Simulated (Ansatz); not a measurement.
The relaxed structure here is a generated cell of BP: the first start was made by placing the elements on the sites of a structure type, and the end was not matched to a known phase here, so it may be hypothetical. Known forms of BP include space group No. 216.

The end point of a relaxation of BP. Space group R-3m (No. 166). The numbers are results of PBEsol (plane waves to 420 eV, PAW, scalar-relativistic; Ansatz, a quantum-chemistry and plane-wave program), not measurements.

```xyz
4
Lattice="1.6005 0.9240 5.2254 -1.6005 0.9240 5.2254 0.0000 -1.8481 5.2254" Properties=species:S:1:pos:R:3 pbc="T T T"
B      0.0000     0.0000     0.8837
B      0.0000     0.0000    14.7925
P      0.0000     0.0000     6.7371
P      0.0000     0.0000     8.9391
```

For BP, the volume per atom is 11.59 Å³ and the band gap is 0.66 eV, indirect (valence top at Γ, conduction bottom at F) (no spin-orbit coupling). The smallest direct gap is 2.34 eV at F. The shortest distances is B–B 1.77 Å; B–P 1.95 Å; P–P 2.20 Å and the k-mesh is 12×12×12.

Band energies at high-symmetry points (eV from the VBM; labels of this space group; no spin-orbit coupling), from −5 eV up to 3.4 eV:

```tsv
point	energies
Γ	-2.10 -2.10 -0.32 -0.32 0.00 2.87 3.04 3.04
T	-1.61 -1.61 -1.29 -1.29 3.30
H2	-4.10 -2.94 1.92 2.84
H0	-4.10 -2.94 1.92 2.84
L	-4.29 -3.76 -3.36 1.97 2.15
S0	-4.29 -2.96 1.78
S2	-4.29 -2.96 1.78
F	-4.51 -4.49 -2.10 -1.68 0.66 1.00 3.24
```

No spin polarisation in the result.

It was reached from a disturbed copy of a P4/mmm (No. 123) cell, against which it lies -0.97 eV/atom.
